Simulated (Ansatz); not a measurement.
LiZn (space group Fd-3m)

```xyz
4
Lattice="0.0000 3.0277 3.0277 3.0277 0.0000 3.0277 3.0277 3.0277 0.0000" Properties=species:S:1:pos:R:3 pbc="T T T"
Li     4.5416     4.5416     4.5416
Li     3.0277     3.0277     3.0277
Zn     1.5139     1.5139     1.5139
Zn     0.0000     0.0000     0.0000
```

Equation-of-state scan: isotropic scaling of the cell above, V₀ being its volume. Symmetry pins the atoms to their sites.

Method: PBEsol (plane waves to 420 eV, PAW, scalar-relativistic; Ansatz, an electronic-structure program). k mesh 13×13×13 (Γ-centred), Fermi-Dirac smearing 0.05 eV. Energies are smeared free energies. Stress and pressure are positive under compression. LiZn was relaxed with its symmetry unable to fall. The zero of ΔE is the relaxed starting cell. The last digit holds for this mesh only.

| V (Å³/atom) | ΔE (meV/atom) |
|---|---|
| 12.490 | 25.3 |
| 12.837 | 13.5 |
| 13.184 | withheld |
| 13.531 | 1.4 |
| 13.878 | 0.0 |
| 14.225 | 1.2 |
| 14.572 | 4.7 |
| 14.919 | 10.2 |
| 15.266 | 17.5 |

Question: Fit a third-order Birch-Murnaghan form (E₀, V₀, B₀, B₀′ free) to the given rows and predict ΔE at V = 13.184.

Answer: Least squares on the 8 given rows: ΔE = E₀ + (9V₀B₀/16)·y²·[2 + (B₀′ − 4)y], y = (V₀/V)^(2/3) − 1, with V₀ = 13.881 Å³/atom, B₀ = 48.13 GPa (160.2 GPa = 1 eV/Å³; the term in eV is multiplied by 1000), B₀′ = 4.37, E₀ = -0.02 meV/atom; root-mean-square residual 0.03 meV/atom. At 13.184 the fit gives 5.7 meV/atom; the calculation gives 5.7 meV/atom, the same to the digits shown. For the pressure the fit gives 2.8 GPa against the computed 2.8 GPa.

(A scan under strain: stresses follow from slopes of the energy per volume, elastic moduli from its curvatures.)
